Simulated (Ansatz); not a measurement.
The relaxed structure here is a generated cell of CdAs: the first start was made by a random draw of sites in a space group, and the end was not matched to a known phase here, so it may be hypothetical.

The start is a randomly generated symmetric cell of CdAs (space group No. 221). The cell and all atomic positions are relaxed at zero pressure with r2SCAN (plane waves to 500 eV, PAW, scalar-relativistic; Ansatz, an electronic-structure program). First-step values are on the input's coarse k-mesh.

Ansatz input (later rounds restart from its end on a renewed k-mesh):
Ansatz 0.2 input:
```yaml
crystal:
  lattice:
    - [3.683719, 0, 0]
    - [0, 3.683719, 0]
    - [0, 0, 3.683719]
  atoms:
    - { symbol: As, position: [0.5, 0.5, 0.5] }
    - { symbol: Cd, position: [0, 0, 0] }
basis: { ecutwfc: 500, ecutrho_ratio: 4, xc_grid: 4, fft_grid_basis: typed }
kpoints: { mp_grid: { grid: [6, 6, 6] } }
hamiltonian:
  xc: r2scan
  dispersion: none
  pseudopotentials: { kind: paw }
scf: { occupations: { method: fermi_dirac, width: 0.05 } }
relax: { f_tol: 0.01, max_steps: 100, cell: { stress_tol: 0.02 } }
output: { forces: true, stress: true }
```

- Initial pressure: -8 GPa (negative: the cell is under tension)
- Outcome: The space group stays Pm-3m (No. 221) (the run could not lower it); the end is CsCl type, with 2 atoms in the primitive cell
- Energy released: 0.12 eV/atom
- Volume change: -16.1 %, from 24.99 to 20.97 Å³/atom
- Optimiser moves: 7

Final structure:

Space group Pm-3m (No. 221); a = 3.4746 Å, b = 3.4746 Å, c = 3.4746 Å, α = 90.00°, β = 90.00°, γ = 90.00°

| atom | site | symmetry | x | y | z |
|---|---|---|---|---|---|
| As | 1b | m-3m | 0.5000 | 0.5000 | 0.5000 |
| Cd | 1a | m-3m | 0.0000 | 0.0000 | 0.0000 |

Final values are on a 13×13×13 k-mesh of the relaxed cell. No spin polarisation in the result. The relaxed primitive cell holds an odd number of electrons. A magnetic state may lie lower.

The run could not lose the symmetry of its start: the end is stationary, and may be a saddle point rather than a minimum.

All atoms sit on sites fixed by symmetry, so only the cell could relax.
